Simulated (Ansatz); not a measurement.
Cd2TeSe in space group P-4m2 (No. 115; Cd on 2g, Te on 1d, Se on 1b), plane-wave PAW PBEsol (Ansatz code). The conduction-band minimum lies at Γ, with 1 equivalent valley. Second derivatives d²E/dk² of the lowest band at one valley (eV·Å²), along Cartesian directions:

```json
[
 {"direction": "[100]", "d²E/dk²": "177.2"},
 {"direction": "[010]", "d²E/dk²": "177.2"},
 {"direction": "[001]", "d²E/dk²": "165.7"},
 {"direction": "[110]", "d²E/dk²": "177.3"},
 {"direction": "[101]", "d²E/dk²": "171.4"},
 {"direction": "[011]", "d²E/dk²": "171.4"}
]
```

Find the principal effective masses, the density-of-states mass and the conductivity mass.

Off-diagonal terms follow from H_xy = H[110] − (H_xx + H_yy)/2, and m*/mₑ = 7.620 eV·Å² over each eigenvalue: 0.043, 0.043, 0.046. One valley's DOS mass (m₁m₂m₃)^(1/3) = 0.044, conductivity mass 3/(Σ 1/mᵢ) = 0.044 mₑ.

What effective density of states Nc follows at 300 K for parabolic valleys?

Nc = 2.509e19 × 1 × (0.044)^(3/2) ≈ 2.3e17 cm⁻³.

The workflow started from a Materials Project entry (that database holds measured and hypothetical structures alike); the Crystallography Open Database copy checked does not list it. Its standing as an ambient phase is unchecked. Symmetry was held in the PBEsol relaxation; of distortions, only those at the zone centre were tested. Scalar-relativistic: spin–orbit coupling is off unless named, which matters more the heavier the elements.

Potentials: the later of the program's two PAW sets.

Edges and masses are those of Kohn–Sham bands, whose gap is no quasiparticle gap.
